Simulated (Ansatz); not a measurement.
BN (wurtzite)

```
BN
1.0
    2.55453     0.00000     0.00000
   -1.27726     2.21229     0.00000
    0.00000     0.00000     4.22457
B N
2 2
Direct
  0.66667   0.33333   0.99991
  0.33333   0.66667   0.49991
  0.66667   0.33333   0.62529
  0.33333   0.66667   0.12529
```

Grid over V/V₀ and (c/a)/(c/a)₀, subscript 0 meaning the relaxed cell; the conventional c axis lies along z; no internal relaxation.

These are PBE (plane waves to 420 eV, PAW, scalar-relativistic; Ansatz, a first-principles code) values and carry that method's errors. k mesh 15×15×8 (Γ-centred), Fermi-Dirac smearing 0.05 eV. E stands for the smeared free energy. Stress and pressure are positive under compression. As the atoms are clamped, bonds stretch with the cell, which overstates energies and stresses. BN was relaxed with its symmetry unable to fall. ΔE is measured from the relaxed starting cell.

ΔE (meV/atom), with V/V₀ across and (c/a)/(c/a)₀ down:

```tsv
(c/a)/(c/a)₀ \ V/V₀	0.920	0.947	0.973	1.000	1.027	1.053	1.080
0.920	147.5	114.0	93.5	84.4	85.4	95.2	112.9
0.947	92.1	61.1	42.9	36.0	39.1	50.9	70.6
0.973	60.6	31.1	14.3	8.7	13.0	25.9	46.6
1.000	50.4	21.4	5.1	0.0	4.7	18.1	39.2
1.027	59.3	30.0	13.5	8.0	12.5	25.7	46.5
1.053	85.2	54.9	37.3	31.0	34.6	47.0	67.0
1.080	126.2	94.3	75.2	67.4	69.6	80.6	99.4
```

σxx (GPa), with V/V₀ across and (c/a)/(c/a)₀ down:

```tsv
(c/a)/(c/a)₀ \ V/V₀	0.920	0.947	0.973	1.000	1.027	1.053	1.080
0.920	6.4	-5.0	-15.0	-23.7	-31.4	-38.0	-43.9
0.947	15.9	3.8	-6.8	-16.1	-24.3	-31.5	-37.8
0.973	25.8	13.0	1.7	-8.2	-16.9	-24.6	-31.4
1.000	36.0	22.4	10.5	0.0	-9.3	-17.5	-24.7
1.027	46.3	32.1	19.5	8.4	-1.4	-10.1	-17.8
1.053	56.9	41.9	28.7	17.0	6.7	-2.5	-10.7
1.080	67.6	51.9	38.1	25.8	14.9	5.2	-3.4
```

Key numbers:

- Modulus against c/a change at fixed volume, (3/4V)·∂²E/∂(ln c/a)² (fit, atoms clamped): 473 GPa, an upper bound as the atoms could relax
- Lowest place on the grid: V/V₀ = 1.000, (c/a)/(c/a)₀ = 1.000 (0.0 meV/atom)
- Highest place on the grid: V/V₀ = 0.920, (c/a)/(c/a)₀ = 0.920 (147.5 meV/atom)

The 49 points together took about 2.5 core-minutes (a rough figure).

(A scan under strain: stresses follow from slopes of the energy per volume, elastic moduli from its curvatures.)
